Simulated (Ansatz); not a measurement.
Cs$_{2}$LiIrC$_{6}$N$_{6}$:
```cif
data_C6Cs2IrLiN6
_chemical_formula_sum 'Cs2 Li1 Ir1 C6 N6'
_space_group_name_H-M_alt 'P 1'
_space_group_IT_number 1
_cell_length_a 7.57962
_cell_length_b 7.57962
_cell_length_c 7.57962
_cell_angle_alpha 60.000
_cell_angle_beta 60.000
_cell_angle_gamma 60.000
loop_
_space_group_symop_operation_xyz
  'x, y, z'
loop_
_atom_site_label
_atom_site_type_symbol
_atom_site_fract_x
_atom_site_fract_y
_atom_site_fract_z
_atom_site_occupancy
Cs1 Cs 0.75000 0.75000 0.75000 1
Cs2 Cs 0.25000 0.25000 0.25000 1
Li1 Li 0.50000 0.50000 0.50000 1
Ir1 Ir 0.00000 0.00000 0.00000 1
C1 C 0.81269 0.18731 0.18731 1
C2 C 0.18731 0.81269 0.81269 1
C3 C 0.18731 0.81269 0.18731 1
C4 C 0.81269 0.18731 0.81269 1
C5 C 0.18731 0.18731 0.81269 1
C6 C 0.81269 0.81269 0.18731 1
N1 N 0.29568 0.70432 0.70432 1
N2 N 0.70432 0.29568 0.29568 1
N3 N 0.70432 0.29568 0.70432 1
N4 N 0.29568 0.70432 0.29568 1
N5 N 0.70432 0.70432 0.29568 1
N6 N 0.29568 0.29568 0.70432 1
```

Relaxed with r²SCAN.

### Question
Which orbitals make up the states near the band edges in r²SCAN in the plane-wave PAW code Ansatz?

### Answer
Top 1 eV of the valence band: Ir 5d 52 %, N 2p 41 %, C 2p 5 %. Bottom 1 eV of the conduction band: C 2p 34 %, N 2p 26 %, C 2s 9 %, Ir 5d 8 %, outside the projected shells 16 %. Projections are on Löwdin-orthogonalised atomic valence shells; empty p or d shells of many metals are not among them.

### Question
Tabulate the density of states.

### Answer
States/eV per cell of 16 atoms, in 0.25 eV bins, energy from the valence-band maximum.

```tsv
E (eV)	total	N 2p	C 2p	Cs 5p
-7.87	0.00	0.00	0.00	0.00
-7.62	0.00	0.00	0.00	0.00
-7.37	0.00	0.00	0.00	0.00
-7.12	0.00	0.00	0.00	0.00
-6.87	16.25	0.53	3.63	0.32
-6.62	47.75	0.42	0.79	46.12
-6.37	0.00	0.00	0.00	0.00
-6.12	0.00	0.00	0.00	0.00
-5.87	0.00	0.00	0.00	0.00
-5.62	0.00	0.00	0.00	0.00
-5.37	2.52	0.70	0.56	0.01
-5.12	8.27	1.95	2.18	0.11
-4.87	13.21	2.34	4.15	0.20
-4.62	0.00	0.00	0.00	0.00
-4.37	0.00	0.00	0.00	0.00
-4.12	0.00	0.00	0.00	0.00
-3.87	7.33	1.76	3.04	0.06
-3.62	19.65	4.87	7.33	0.41
-3.37	4.77	2.28	0.92	0.04
-3.12	5.47	3.27	0.70	0.03
-2.87	8.72	4.90	1.62	0.05
-2.62	7.86	4.18	1.95	0.07
-2.37	5.21	2.85	1.52	0.05
-2.12	27.99	15.58	9.20	0.15
-1.87	19.20	10.81	7.44	0.06
-1.62	13.24	7.67	4.93	0.02
-1.37	10.82	5.63	3.65	0.01
-1.12	13.75	6.72	4.13	0.02
-0.87	0.00	0.00	0.00	0.00
-0.62	0.00	0.00	0.00	0.00
-0.37	9.43	3.88	0.39	0.02
-0.12	14.57	6.05	0.83	0.02
0.13	0.00	0.00	0.00	0.00
0.38	0.00	0.00	0.00	0.00
0.63	0.00	0.00	0.00	0.00
0.88	0.00	0.00	0.00	0.00
1.13	0.00	0.00	0.00	0.00
1.38	0.00	0.00	0.00	0.00
1.63	0.00	0.00	0.00	0.00
1.88	0.00	0.00	0.00	0.00
2.13	0.00	0.00	0.00	0.00
2.38	0.00	0.00	0.00	0.00
2.63	0.00	0.00	0.00	0.00
2.88	0.00	0.00	0.00	0.00
3.13	0.00	0.00	0.00	0.00
3.38	0.00	0.00	0.00	0.00
3.63	0.00	0.00	0.00	0.00
3.88	0.00	0.00	0.00	0.00
4.13	0.00	0.00	0.00	0.00
4.38	0.00	0.00	0.00	0.00
4.63	0.00	0.00	0.00	0.00
4.88	0.00	0.00	0.00	0.00
5.13	0.00	0.00	0.00	0.00
5.38	0.00	0.00	0.00	0.00
5.63	0.00	0.00	0.00	0.00
5.88	3.48	1.19	1.54	0.00
6.13	17.06	5.68	7.06	0.01
6.38	12.49	2.26	2.86	0.01
6.63	15.40	3.27	4.57	0.01
6.88	16.76	4.79	6.45	0.01
7.13	15.65	4.62	5.94	0.01
7.38	15.14	4.80	6.14	0.01
7.63	10.51	0.85	1.60	0.01
7.88	14.49	1.28	2.22	0.01
8.13	10.14	1.87	2.96	0.01
8.38	11.14	2.44	3.71	0.00
8.63	13.34	2.28	3.43	0.01
8.88	12.05	1.09	1.63	0.01
9.13	14.69	0.52	0.84	0.00
9.38	21.18	0.99	1.41	0.00
9.63	4.47	0.17	0.25	0.00
9.88	1.49	0.01	0.03	0.00
10.13	2.57	0.02	0.05	0.00
10.38	3.81	0.02	0.06	0.00
10.63	3.13	0.02	0.05	0.00
```

Space group Fm-3m. The first step of the workflow began from a Materials Project structure, measured or hypothetical; the Crystallography Open Database files this formula in space group No. 225, but the cells were not matched. Its standing as an ambient phase is unchecked. The cell was relaxed with r²SCAN under the symmetry of its start; its stability against distortions is not shown here. No spin polarisation was allowed. Scalar-relativistic: spin–orbit coupling is off unless named, which matters more the heavier the elements.

Potentials: the later of the program's two PAW sets.
